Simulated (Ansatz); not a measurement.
The cell of Ba2TaC2 is invented: random cell by space group and Wyckoff sites (P-6m2, No. 187). The dimensions are guesses.

```
Ba Ta C
1.0
     4.45421    0.00000    0.00000
    -2.22710    3.85746    0.00000
     0.00000    0.00000    6.90969
Ba Ta C
2 1 2
Direct
  0.66667 0.33333 0.24661
  0.66667 0.33333 0.75339
  0.00000 0.00000 0.00000
  0.33333 0.66667 0.25257
  0.33333 0.66667 0.74743
```

Computed with DFT PBE, scalar-relativistic, plane waves, PAW (Ansatz 0.2.0). Cutoff 420 eV, Gaussian smearing, Γ-centred meshes. Cell and atoms relax first on a coarse mesh and then on a finer one. In between, the cell is made exact in the group found at 0.06 Å. In metals the finer mesh still leaves noise of several meV/atom or more. The steps can't lower the symmetry of their start. No spin polarisation.

A guess keeps its type if space group and coordination stay and the shape of the cell changes little (axis ratios within about 15 %, angles within 6°); the volume may change.

Q: Does this structure survive the relaxation?

A: It doesn't keep its type. The symmetry stays P-6m2 (No. 187). The volume per atom shrinks by 1.9 %, from 23.7 to 23.3 Å³. The shortest distance goes from 2.57 Å (Ba–C) to 1.62 Å (C–C). The ratio c/a of the conventional cell changes by a factor of 1.82. Counting neighbours within 15 % of an atom's shortest distance, the start has Ba 3, C 3, Ta 12 and the end Ba 3, C 1, Ta 6. In detail, at the end around Ba lie 3 C at 2.88 Å and 3 Ta at 3.49 Å; around Ta lie 6 C at 2.24 Å and 6 Ba at 3.49 Å; around C lie 1 C at 1.62 Å, 3 Ta at 2.24 Å and 3 Ba at 2.88 Å.

```
CELL_PARAMETERS angstrom
3.62319 0.00000 0.00000
-1.81159 3.13777 0.00000
0.00000 0.00000 10.24214
ATOMIC_POSITIONS crystal
Ba 0.66667 0.33333 0.27313
Ba 0.66667 0.33333 0.72687
Ta 0.00000 0.00000 0.00000
C 0.33333 0.66667 0.07933
C 0.33333 0.66667 0.92067
```

The zero of energy is the elements' standard structures at the same level; no fitted shifts are applied.

Q: At what energy does it end?

A: +0.14 eV/atom. The separate elements lie lower, so it is unstable against them.

The last run used a 12×12×4 mesh (in the run's order of axes) for its 5-atom cell and Gaussian smearing of 0.10 eV. These runs have no spin–orbit coupling, which can matter for Ta. The cell is a metal run without spin; a magnetic state may lie lower. The reference form of C is held partly by dispersion forces, which this level lacks. Symmetry constrained the relaxation, so the result can be a saddle point.
